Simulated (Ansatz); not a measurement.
Relaxation of a generated cell, Pb built in the A7 structure type; 2 atoms in the cell, which starts as R-3m, hexagonal axes (No. 166), hR2; a = 4.4848 Å, b = 4.4848 Å, c = 12.4747 Å, α = 90.00°, β = 90.00°, γ = 120.00°. Level of theory: r2SCAN (plane waves to 500 eV, PAW, scalar-relativistic; Ansatz, a first-principles code). Γ-centred k-mesh 9×9×9 on the run's cell (coarser than for final values), Fermi–Dirac smearing 0.05 eV. This is the first round of the run. 

The optimiser's lines from the output (shortened; P is positive under compression):

```
relax step   1: F+E_penalty+E_count = -23841.10363258 eV  Δ(F+E_penalty+E_count) = +0.000e0 eV  max|allowed force component| = 9.089e-1 eV/Å  Δτ_max = 0.0000 Å  P = +0.101 GPa  Ω = 72.431 Å³  (6 SCF iters, dr2 threshold 1.00e-7 eV, accepted)
relax step   2: F+E_penalty+E_count = -23841.40933425 eV  Δ(F+E_penalty+E_count) = -3.057e-1 eV  max|allowed force component| = 4.893e-1 eV/Å  Δτ_max = 0.1840 Å  P = -0.897 GPa  Ω = 68.633 Å³  (9 SCF iters, dr2 threshold 2.00e-7 eV, accepted)
relax step   3: F+E_penalty+E_count = -23841.35757304 eV  Δ(F+E_penalty+E_count) = +5.176e-2 eV  max|allowed force component| = 7.511e-1 eV/Å  Δτ_max = 0.1949 Å  P = +3.738 GPa  Ω = 62.033 Å³  (7 SCF iters, dr2 threshold 2.00e-7 eV, rejected (line search))
relax step   4: F+E_penalty+E_count = -23841.46551115 eV  Δ(F+E_penalty+E_count) = -5.618e-2 eV  max|allowed force component| = 1.614e-1 eV/Å  Δτ_max = 0.0675 Å  P = -0.313 GPa  Ω = 66.712 Å³  (13 SCF iters, accepted)
relax step   5: F+E_penalty+E_count = -23841.47064010 eV  Δ(F+E_penalty+E_count) = -5.129e-3 eV  max|allowed force component| = 3.773e-3 eV/Å  Δτ_max = 0.0280 Å  P = +0.035 GPa  Ω = 66.040 Å³  (7 SCF iters, dr2 threshold 2.00e-7 eV, accepted)
relax step   6: F+E_penalty+E_count = -23841.47072911 eV  Δ(F+E_penalty+E_count) = -8.901e-5 eV  max|allowed force component| = 1.528e-5 eV/Å  Δτ_max = 0.0007 Å  P = +0.003 GPa  Ω = 66.104 Å³  (4 SCF iters, dr2 threshold 1.23e-8 eV, accepted)
relax step   7: F+E_penalty+E_count = -23841.47073517 eV  Δ(F+E_penalty+E_count) = -6.062e-6 eV  max|allowed force component| = 2.862e-5 eV/Å  Δτ_max = 0.0000 Å  P = -0.001 GPa  Ω = 66.115 Å³  (9 SCF iters, accepted)
relax step   8: F+E_penalty+E_count = -23841.47062290 eV  Δ(F+E_penalty+E_count) = +1.123e-4 eV  max|allowed force component| = 2.861e-5 eV/Å  Δτ_max = 0.0000 Å  P = -0.002 GPa  Ω = 66.115 Å³  stress off target by 3.29e-3 GPa  SCF on the basis re-selected at this cell (its energy is not comparable with the rows above)  (5 SCF iters)
```

From the first to the last row the energy changes by -0.18 eV/atom and the volume by -8.7 %. The last row is marked as not comparable with the walk above it, whose basis was carried along; it does compare with step 1, since both stand on a basis selected at the nominal cutoff for their own cell.

Step 3 was rejected by the optimiser.

Later rounds, restarted from the end of this one on a renewed k-mesh, logged 6 more steps and released under 0.01 eV/atom more. The final structure after all rounds: R-3m, hexagonal axes (No. 166), hR1; a = 4.277 Å, b = 4.277 Å, c = 6.258 Å, α = 90.00°, β = 90.00°, γ = 120.00°. Between re-selections the logged energies stand on a plane-wave basis carried along with the cell. No spin polarisation in the result.

The run could not lose the symmetry of its start: the end is stationary, and may be a saddle point rather than a minimum.

The relaxed structure here is a generated cell of Pb: the first start was made by placing the elements on the sites of a structure type, and the end was not matched to a known phase here, so it may be hypothetical. Known forms of Pb include space group No. 225.
